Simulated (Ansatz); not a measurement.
Theory: Ansatz 0.2.0, DFT PBE, scalar-relativistic, plane waves, PAW. The final run on the 12-atom cell used 420 eV, a Γ-centred 6×6×4 mesh, 0.02 eV smearing and no spin polarisation.

Formation energies are uncorrected and refer to the elements' standard structures at the same level. The references include black phosphorus.

Q: Suggest a trial structure for a trigonal semiconductor made of Al, Ga and P, with a gap near 1.4 eV, a formation energy near −0.46 eV/atom and a density near 3.72 g/cm³, in a cell of 12 atoms.

A: AlGa5P6, space group P31m (No. 157). Al is surrounded by 4 P at 2.38–2.39 Å; Ga on a site of symmetry 3 has 4 P at 2.38–2.39 Å; Ga on a site of symmetry m is surrounded by 4 P at 2.38–2.39 Å; P on a site of symmetry 3 has 4 Ga at 2.38–2.39 Å; 2 more sites not described.

Space group P31m (No. 157). a = 6.726 Å, b = 6.726 Å, c = 6.394 Å, α = 90.00°, β = 90.00°, γ = 120.00°
| atom | site | symmetry | x | y | z |
| --- | --- | --- | --- | --- | --- |
| Al | 1a | 3.m | 0.0000 | 0.0000 | 0.4992 |
| Ga | 2b | 3.. | 0.3333 | 0.6667 | 0.5000 |
| Ga | 3c | ..m | 0.0000 | 0.6666 | 0.0001 |
| P | 2b | 3.. | 0.3333 | 0.6667 | 0.8743 |
| P | 1a | 3.m | 0.0000 | 0.0000 | 0.8730 |
| P | 3c | ..m | 0.0000 | 0.6670 | 0.3743 |

* Volume per atom: 20.87 Å³
* Density: 3.72 g/cm³
* Energy over the elements: −0.456 eV/atom
* Gap on the 6×6×4 mesh of the 12-atom cell: 1.40 eV

It was reached by relaxing an invented guess, and it needn't be the stable form of this composition. Other answers may fit too; this one was computed.

Kohn–Sham gaps at this level usually fall short of measured ones. The reference form of P is held partly by dispersion forces, which this level lacks. A later test with randomly moved atoms came back to the same energy, though modes that don't fit the test's cell weren't probed.
